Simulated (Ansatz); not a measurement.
Relaxed-ion elastic tensor of Li (bcc (W type), space group No. 229) in GPa (Voigt order), LDA (plane waves, PAW; program Ansatz); density 0.61 g/cm³, 19.01 Å³ per atom.

```
15.8  14.6  14.6   0.0   0.0   0.0
14.6  15.8  14.6   0.0   0.0   0.0
14.6  14.6  15.8   0.0   0.0   0.0
 0.0   0.0   0.0  11.3   0.0   0.0
 0.0   0.0   0.0   0.0  11.3   0.0
 0.0   0.0   0.0   0.0   0.0  11.3
```

Problem. Is the crystal mechanically stable?

Solution. Yes: the smallest eigenvalue of C is 1.2 GPa.

Problem. Work out the Voigt and Reuss bounds. Is their mean of use?

Solution. K_V = 15.0, K_R = 15.0; G_V = 7.0, G_R = 1.4 GPa. The bounds lie so far apart that a Hill average or a Debye temperature from it would say little.

Space group Im-3m (bcc (W type)). Symmetry was held in the LDA relaxation. As this level gives no gap, shear constants depend on the k-mesh and smearing (Fermi–Dirac, 0.1 eV here).

Potentials: the earlier of the program's two PAW sets.
